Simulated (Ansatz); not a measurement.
**Computed frozen-phonon scan: SiO2 (rutile)**

SiO2 (rutile)

```xyz
12
Lattice="4.2359 0.0000 0.0000 0.0000 4.2359 0.0000 0.0000 0.0000 5.3798" Properties=species:S:1:pos:R:3 pbc="T T T"
Si     2.1179     2.1179     1.3450
Si     2.1179     2.1179     4.0349
Si     0.0000     0.0000     0.0000
Si     0.0000     0.0000     2.6899
O      3.4183     3.4183     1.3450
O      3.4183     3.4183     4.0349
O      1.3004     2.9355     0.0000
O      1.3004     2.9355     2.6899
O      2.9355     1.3004     0.0000
O      2.9355     1.3004     2.6899
O      0.8176     0.8176     1.3450
O      0.8176     0.8176     4.0349
```

The atoms are displaced by Q × the pattern below (from a DFPT mode at Z = (0.0, 0.0, 0.5), largest move 1; Q in Å), at fixed cell. It is one choice among 2 degenerate patterns. (q is in reciprocal vectors of the primitive cell; the cell shown is doubled to hold the pattern.)

```
atom       x       y       z
----  ------  ------  ------
Si1    0.162  -0.162   0.000
Si2   -0.162   0.162   0.000
Si3   -0.707  -0.707   0.000
Si4    0.707   0.707   0.000
O5     0.012  -0.012   0.209
O6    -0.012   0.012  -0.209
O7    -0.053  -0.053   0.048
O8     0.053   0.053  -0.048
O9    -0.053  -0.053  -0.048
O10    0.053   0.053   0.048
O11    0.012  -0.012  -0.209
O12   -0.012   0.012   0.209
```

Computed with PBE (plane waves to 420 eV, PAW, scalar-relativistic; Ansatz, a quantum-chemistry and plane-wave program). k mesh 8×8×6 (Γ-centred), Fermi-Dirac smearing 0.05 eV. E stands for the smeared free energy. Compression counts positive. SiO2 was relaxed with its symmetry unable to fall. The PAW data are Ansatz's earlier set. The zero of ΔE is the undisplaced structure.

```tsv
Q (Å)	ΔE (eV/cell)	P (GPa)	−dE/dQ from forces (eV/Å)
-0.100	0.1692	0.53	3.370
-0.083	0.1176	0.37	2.815
-0.067	0.0754	0.24	2.257
-0.050	0.0424	0.13	1.696
-0.033	0.0189	0.06	1.132
-0.017	0.0047	0.01	0.566
0.000	0.0000	-0.01	0.000
0.017	0.0047	0.01	-0.566
0.033	0.0189	0.06	-1.132
0.050	0.0424	0.13	-1.696
0.067	0.0754	0.24	-2.257
0.083	0.1176	0.37	-2.815
0.100	0.1692	0.53	-3.370
```

What the scan shows:

| Quantity | Result |
|---|---|
| Energy at Q = 0.100 Å | 169.2 meV/cell |
| Space group of the distorted cell | C222_1 (No. 20), lowered from P4_2/mnm |
| Symmetry of the curve | even: the same for both signs |
| Shape of the curve | a single well with its minimum at or next to zero displacement |
| Harmonic wavenumber from the curvature (finite differences) | 385 cm⁻¹ |
| Wavenumber by perturbation theory (DFPT, on another k mesh) | 385 cm⁻¹ |

(A displaced cell: forces are minus the slopes of the energy, force constants its curvatures, and phonons follow from these.)
